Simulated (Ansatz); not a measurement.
A geometry of Ba(MgAs)2 away from equilibrium: step 3 of the relaxation of a relaxed Ba(MgAs)2 cell with every coordinate shifted by Gaussian noise of σ = 0.3 Å. These are r2SCAN (plane waves to 500 eV, PAW, scalar-relativistic; Ansatz, a quantum-chemistry and plane-wave program) values and carry that method's errors. Γ-centred k-mesh 6×6×3 on the run's cell (coarser than for final values), Fermi–Dirac smearing 0.05 eV.

```xyz
5
Lattice="4.4696 -0.0018 0.0123 -2.2363 3.8706 -0.0094 0.0214 -0.0065 7.8185" Properties=species:S:1:pos:R:3:forces:R:3 pbc="T T T" free_energy=-19552.024 pressure_GPa=0.5
Ba    -0.2891     0.3024     0.0915    0.4699   -0.3112   -0.1420
Mg     2.1963     1.4456     3.0010   -0.0622    0.0342    0.2283
Mg     0.0112     2.5998     4.9694   -0.6994    0.6910   -0.2634
As     2.1244     1.4589     5.7251    0.4813   -0.4052    0.2266
As    -0.0393     2.7517     2.2427   -0.1896   -0.0089   -0.0495
```

Positions in Å, forces in eV/Å, free energy of the cell in eV (comparable only within this code, potentials and settings). Largest force: 1.02 eV/Å, on Mg3 (atoms numbered as listed); the geometry lies 0.04 eV/atom above the end of its relaxation.

No spin polarisation in the result.

The cell that was disturbed is our relaxation of an entry of Materials Project.
